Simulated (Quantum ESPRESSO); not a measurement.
## GaSi2O5F (input and log of a self-consistent run)

Computed values, not a measurement. The program is pw.x of Quantum ESPRESSO 7.5 (plane-wave density functional theory). The cell is made up: 9 atoms on a quartz lattice, with randomly drawn elements, strain and displacements, not relaxed. PseudoDojo standard norm-conserving files (v0.5 for PBE, v0.4.1 for LDA and PBEsol) set the functional; there is no spin polarisation, spin-orbit coupling or dispersion term, and the masses in the input are unused placeholders.

Input:

```
&control calculation='scf', pseudo_dir='./dojo.nc.sr.pbe.v0_5.standard.upf', outdir='./o', disk_io='low', tprnfor=.true., tstress=.true. /
&system ibrav=0, nat=9, ntyp=4, nbnd=35, ecutwfc=105.61755193, nosym=.true., tot_charge=0,
 occupations='smearing', smearing='fd', degauss=0.0018374661
/
&electrons conv_thr=7.350e-09, electron_maxstep=60, /
ATOMIC_SPECIES
F 1.0 F.upf
Ga 1.0 Ga.upf
O 1.0 O.upf
Si 1.0 Si.upf
CELL_PARAMETERS angstrom
5.2671 -0.011 -0.0391
-2.6431 4.4835 0.0326
-0.0432 0.0166 5.7183
ATOMIC_POSITIONS angstrom
Ga 2.4085 -0.0849 3.7642
Si -1.2642 2.0361 1.9499
Si 1.3963 2.3911 -0.0241
O 1.425 1.228 4.4906
O 3.4812 0.7133 2.5544
O 3.0301 2.6282 0.6761
O 0.2664 1.8691 1.2015
F -1.2465 3.2824 3.1317
O 0.8462 3.7797 5.1428
K_POINTS automatic
7 7 6 1 1 1
```

The log is shortened where brackets say so; the opening notice, blank lines, dates and the lines on written files are dropped, and the path of the files is cut. It prints rydbergs, bohrs and kilobars, and counts compression as positive stress. With no partly filled state, the Fermi energy that it prints is only some level between the filled and the empty states on the mesh, and need not lie in the true gap.

```
     Program PWSCF v.7.5
     Parallel version (MPI & OpenMP), running on       4 processor cores
     Number of MPI processes:                 4
     Threads/MPI process:                     1
     [start-up lines left out]
     bravais-lattice index     =            0
     lattice parameter (alat)  =       9.9537  a.u.
     unit-cell volume          =     910.1003 (a.u.)^3
     number of atoms/cell      =            9
     number of atomic types    =            4
     number of electrons       =        58.00
     number of Kohn-Sham states=           35
     kinetic-energy cutoff     =     105.6176  Ry
     charge density cutoff     =     422.4702  Ry
     scf convergence threshold =      7.3E-09
     mixing beta               =       0.7000
     number of iterations used =            8  plain     mixing
     Exchange-correlation= PBE
                           (   1   4   3   4   0   0   0)
     [axes and pseudopotential details left out]
   Cartesian axes
     site n.     atom                  positions (alat units)
         1        Ga     tau(   1) = (   0.4572589  -0.0161184   0.7146415  )
         2        Si     tau(   2) = (  -0.2400111   0.3865580   0.3701927  )
         3        Si     tau(   3) = (   0.2650906   0.4539555  -0.0045754  )
         4        O      tau(   4) = (   0.2705393   0.2331384   0.8525501  )
         5        O      tau(   5) = (   0.6609133   0.1354215   0.4849583  )
         6        O      tau(   6) = (   0.5752710   0.4989694   0.1283590  )
         7        O      tau(   7) = (   0.0505766   0.3548527   0.2281074  )
         8        F      tau(   8) = (  -0.2366507   0.6231707   0.5945600  )
         9        O      tau(   9) = (   0.1606529   0.7175842   0.9763716  )
     number of k points=   147  Fermi-Dirac smearing, width (Ry)=  0.0018
     Number of k-points >= 100: set verbosity='high' to print them.
     Dense  grid:   133495 G-vectors     FFT dimensions: (  72,  72,  72)
     Estimated max dynamical RAM per process >     508.04 MB
     Estimated total dynamical RAM >       1.89 GB
     Initial potential from superposition of free atoms
     starting charge      57.9961, renormalised to      58.0000
     Starting wfcs are   41 randomized atomic wfcs
     total cpu time spent up to now is       15.3 secs
     per-process dynamical memory:   443.8 Mb
     Self-consistent Calculation
     iteration #  1     ecut=   105.62 Ry     beta= 0.70
     Davidson diagonalization with overlap
     ethr =  1.00E-02,  avg # of iterations =  3.0
     total cpu time spent up to now is       59.9 secs
     total energy              =    -384.03458690 Ry
     estimated scf accuracy    <       2.37631421 Ry
     iteration #  2     ecut=   105.62 Ry     beta= 0.70
     Davidson diagonalization with overlap
     ethr =  4.10E-03,  avg # of iterations =  2.0
     total cpu time spent up to now is      102.8 secs
     total energy              =    -384.66923745 Ry
     estimated scf accuracy    <       2.11546673 Ry
     iteration #  3     ecut=   105.62 Ry     beta= 0.70
     Davidson diagonalization with overlap
     ethr =  3.65E-03,  avg # of iterations =  2.0
     total cpu time spent up to now is      137.6 secs
     total energy              =    -385.05803990 Ry
     estimated scf accuracy    <       0.02665845 Ry
     iteration #  4     ecut=   105.62 Ry     beta= 0.70
     Davidson diagonalization with overlap
     ethr =  4.60E-05,  avg # of iterations =  9.0
     total cpu time spent up to now is      193.5 secs
     total energy              =    -385.06972961 Ry
     estimated scf accuracy    <       0.00928974 Ry
     iteration #  5     ecut=   105.62 Ry     beta= 0.70
     Davidson diagonalization with overlap
     ethr =  1.60E-05,  avg # of iterations =  2.4
     total cpu time spent up to now is      225.8 secs
     total energy              =    -385.07034841 Ry
     estimated scf accuracy    <       0.00140482 Ry
     [iterations 6 to 7 left out]
     iteration #  8     ecut=   105.62 Ry     beta= 0.70
     Davidson diagonalization with overlap
     ethr =  1.86E-08,  avg # of iterations =  3.2
     total cpu time spent up to now is      327.6 secs
     total energy              =    -385.07047656 Ry
     estimated scf accuracy    <       0.00000319 Ry
     iteration #  9     ecut=   105.62 Ry     beta= 0.70
     Davidson diagonalization with overlap
     ethr =  5.49E-09,  avg # of iterations =  2.0
     total cpu time spent up to now is      356.5 secs
     total energy              =    -385.07047680 Ry
     estimated scf accuracy    <       0.00000051 Ry
     iteration # 10     ecut=   105.62 Ry     beta= 0.70
     Davidson diagonalization with overlap
     ethr =  8.78E-10,  avg # of iterations =  2.0
     total cpu time spent up to now is      387.1 secs
     total energy              =    -385.07047693 Ry
     estimated scf accuracy    <       0.00000001 Ry
     iteration # 11     ecut=   105.62 Ry     beta= 0.70
     Davidson diagonalization with overlap
     ethr =  2.27E-11,  avg # of iterations =  3.9
     total cpu time spent up to now is      425.1 secs
     total energy              =    -385.07047693 Ry
     estimated scf accuracy    <       0.00000002 Ry
     iteration # 12     ecut=   105.62 Ry     beta= 0.70
     Davidson diagonalization with overlap
     ethr =  2.27E-11,  avg # of iterations =  2.0
     total cpu time spent up to now is      456.0 secs
     End of self-consistent calculation
     Number of k-points >= 100: set verbosity='high' to print the bands.
     the Fermi energy is     2.7015 ev
!    total energy              =    -385.07047693 Ry
     estimated scf accuracy    <          9.6E-10 Ry
     smearing contrib. (-TS)   =      -0.00000000 Ry
     internal energy E=F+TS    =    -385.07047693 Ry
     The total energy is F=E-TS. E is the sum of the following terms:
     one-electron contribution =    -249.48113736 Ry
     hartree contribution      =     158.08836005 Ry
     xc contribution           =    -101.57398192 Ry
     ewald contribution        =    -192.10371770 Ry
     convergence has been achieved in  12 iterations
     Forces acting on atoms (cartesian axes, Ry/au):
     atom    1 type  2   force =     0.17614852    0.19960657    0.16412949
     atom    2 type  4   force =     0.03782138   -0.00840413   -0.20262950
     atom    3 type  4   force =     0.04310071   -0.10998946    0.04587164
     atom    4 type  3   force =    -0.02394386    0.06630288    0.06186849
     atom    5 type  3   force =     0.00803150   -0.02296335    0.00876079
     atom    6 type  3   force =    -0.06058086   -0.02424384    0.02754840
     atom    7 type  3   force =    -0.02130245    0.03084904    0.03453580
     atom    8 type  1   force =    -0.14188914   -0.17098759   -0.10485832
     atom    9 type  3   force =    -0.01738580    0.03982987   -0.03522679
     Total force =     0.486830     Total SCF correction =     0.000063
     Computing stress (Cartesian axis) and pressure
          total   stress  (Ry/bohr**3)                   (kbar)     P=      -21.41
  -0.00053407   0.00033108   0.00025308          -78.56       48.70       37.23
   0.00033108   0.00049433   0.00001424           48.70       72.72        2.10
   0.00025308   0.00001424  -0.00039683           37.23        2.10      -58.38
     init_run     :     14.23s CPU     14.88s WALL (       1 calls)
     electrons    :    438.99s CPU    440.72s WALL (       1 calls)
     forces       :      4.90s CPU      4.91s WALL (       1 calls)
     stress       :     17.89s CPU     17.92s WALL (       1 calls)
     [timing details left out]
     PWSCF        :   7m56.65s CPU   7m59.14s WALL
     JOB DONE.
```

In other units: free energy -5239.151 eV for the cell, pressure -2.14 GPa, largest force component 5.210 eV/Å. This run is the check on a run of the same cell at 1143 eV and a 5 x 5 x 4 mesh: rerunning at 1437 eV and a 7 x 7 x 6 mesh moved values by no more than 0.003 eV in energy, 0.02 GPa in stress and 0.002 eV/Å in force.